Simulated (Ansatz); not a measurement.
# WSb in the NiAs-type structure

The computed numbers are results of PBEsol, scalar-relativistic (no spin polarisation) in the plane-wave PAW code Ansatz at 420 eV, Γ-centred 10×10×6 mesh, 0.05 eV Gaussian smearing; PAW files: Ansatz's generated set soft_2.

```
CELL_PARAMETERS angstrom
4.34264 0.00000 0.00000
-2.17132 3.76083 0.00000
0.00000 0.00000 5.16760
ATOMIC_POSITIONS crystal
W 0.00000 0.00000 0.00000
W 0.00000 0.00000 0.50000
Sb 0.33333 0.66667 0.25000
Sb 0.66667 0.33333 0.75000
```

The structure was built from a prototype; whether the compound forms in it isn't claimed.

The cell is relaxed to zero pressure at this level.

The cell has space group P6_3/mmc (read at 0.01 Å). In it the stress is 0.00, 0.00, -0.02, 0.00, 0.00, 0.00 GPa and the largest force component 0.000 eV/Å. Each change below starts from this cell, without further relaxation. Stress is in GPa, positive in compression, in the order xx, yy, zz, yz, xz, xy; energies are counted from the cell above and are free energies with the smearing's entropy, which match forces and stress in a metal.

**Question.** One atom was moved along a Cartesian axis, and these forces appeared. Which atom, and about how far?
| atom | Fx (eV/Å) | Fy | Fz |
| --- | --- | --- | --- |
| W1 | 0.000 | 0.000 | 0.104 |
| W2 | 0.000 | 0.000 | 0.060 |
| Sb3 | 0.000 | 0.000 | 0.458 |
| Sb4 | 0.000 | 0.000 | -0.621 |

**Answer.** Atom 4 (Sb) is moved by 0.12 Å along z; the energy changes by 37.5 meV per cell.

**Question.** A single strain component, atoms carried along, gave the stress 0.11, 0.05, 0.04, 0.00, 2.40, 0.00. Which component, and about how large?

**Answer.** An engineering strain of -2 % in xz; the energy changes by 12.6 meV per cell.

These numbers lack spin–orbit coupling.
